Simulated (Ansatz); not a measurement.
Ga₂BiAs in space group P-4m2 (No. 115; Ga on 2g, Bi on 1a, As on 1c) at seven volumes, r²SCAN (plane waves, PAW; program Ansatz), shape and atoms relaxed at each. One row is withheld.

```json
[
 {"V (Å³/atom)": "24.695", "P (GPa)": "6.34"},
 {"V (Å³/atom)": "25.509", "P (GPa)": "3.86"},
 {"V (Å³/atom)": "26.323", "P (GPa)": "1.76"},
 {"V (Å³/atom)": "27.137", "P (GPa)": "0.00"},
 {"V (Å³/atom)": "27.951", "P (GPa)": "-1.49"},
 {"V (Å³/atom)": "28.766", "P (GPa)": "-2.75"},
 {"V (Å³/atom)": "29.580", "P (GPa)": "?"}
]
```

Problem. Fit the shown pressures and predict the withheld one.

Solution. P = (3/2)B₀(x^(7/2) − x^(5/2))[1 + (3/4)(B′ − 4)(x − 1)] with x = (V₀/V)^(2/3). Least squares on the six rows gives V₀ = 27.137 Å³/atom, B₀ = 54.0 GPa, B′ = 4.65. At V = 29.580, x = 0.9442 and P = -3.81 GPa. The run itself gave -3.81 GPa.

The first step of the workflow began from a Materials Project structure, measured or hypothetical; the Crystallography Open Database copy checked does not list it. Its standing as an ambient phase is unchecked. Symmetry was held in the r²SCAN relaxation; of distortions, only those at the zone centre were tested. Spin–orbit coupling is left out wherever it is not named.

Potentials: the later of the program's two PAW sets.
